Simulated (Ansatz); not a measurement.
Data:

BeS:
```xyz
2
Lattice="0.0000 2.2948 2.2948 2.2948 0.0000 2.2948 2.2948 2.2948 0.0000" Properties=species:S:1:pos:R:3 pbc="T T T"
S      0.0000     0.0000     0.0000
Be     2.2948     2.2948     2.2948
```

This is the PBEsol-relaxed structure.

Q: All from DFT-PBEsol in the program Ansatz with PAW potentials, unless another level is named. Give the Young's modulus.

A: 217 GPa.

Q: What about the elastic constants (relaxed ions, GPa)?

A: C11 = 197, C12 = 72.3, C44 = 119.

Space group Fm-3m (rock salt). The start of the workflow was typed in or built on a structure type; neither database checked (COD, Materials Project) lists it. COD files the formula under space group No. 216. Whether it is the stable phase at ambient conditions was not checked. Symmetry was held in the PBEsol relaxation. At this level the phase is dynamically unstable (imaginary phonons).

Potentials: the earlier of the program's two PAW sets. The files were generated under PBE; for other functionals the program regenerates the frozen cores, and for LDA and PBEsol the local potential too.
